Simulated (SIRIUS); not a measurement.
## Small calculations from the output for a model cell of Rh (Im-3m, 1 atom in the cell; prototype structure)

```yaml
crystal:
  lattice:
    - [-1.50803, 1.50803, 1.50803]
    - [1.50803, -1.50803, 1.50803]
    - [1.50803, 1.50803, -1.50803]
  atoms:
    - { symbol: Rh, position: [0.00000, 0.00000, 0.00000] }
```

Method: PBEsol, PseudoDojo 0.4 standard norm-conserving PBEsol (tails mended) pseudopotentials (plane waves; SIRIUS).

Main settings: parameters.ngridk = 15 15 15; parameters.xc_functionals = [XC_GGA_X_PBE_SOL, XC_GGA_C_PBE_SOL]; parameters.gk_cutoff = 9.381 1/bohr; parameters.pw_cutoff = 18.762 1/bohr; parameters.shiftk = 1 1 1; parameters.smearing = fermi_dirac; parameters.smearing_width = 0.00367493 Ha; potentials = PseudoDojo 0.4 standard norm-conserving PBEsol (tails mended) pseudopotentials.

The starting geometry comes from a prototype or from typed values, not from a relaxation at this level; it need not be a known phase.

The cell holds 92.6 bohr³ and the plane-wave cutoff is 88.0 Ry.

Task: How many plane waves does a k-point need, and how does the count grow with the cutoff?

Result: In Rydberg units |k + G|² ≤ E, a sphere of radius √88.0 = 9.381 bohr⁻¹. Each G takes (2π)³/V of reciprocal space, so N = V E^(3/2)/(6π²) = 92.6 × 825.5/59.218 = 1291. The program's largest count at a k-point is 1309; single k-points scatter about the estimate. The count grows as E^(3/2): 20 % more cutoff means 31 % more plane waves.

With Fermi-Dirac occupations of width kT = 0.1000 eV the run gave E = -3189.1787 eV and F = E − TS = -3189.2515 eV for the cell.

Task: Extrapolate the energy to zero width, and estimate the density of states at the Fermi level.

Result: TS = E − F = 0.0728 eV. To second order in the width E rises and F falls by the same amount, so E(0) ≈ (E + F)/2 = -3189.2151 eV. The Sommerfeld expansion gives TS = (π²/3) g (kT)², so g ≈ 3 × 0.0728/(π² × 0.1000²) = 2.21 states/eV for the cell, 2.21 an atom (both spins). This g is a mean over a few kT around the Fermi level on this mesh. It implies a bare coefficient γ = (π²/3) k_B² g = 2.357 × 2.21 = 5.2 mJ/(mol K²) for a mole of atoms, without any enhancement by phonons or spin fluctuations.

“Tails mended”: in these copies of the files the far tail of each local potential was reset to the Coulomb form.
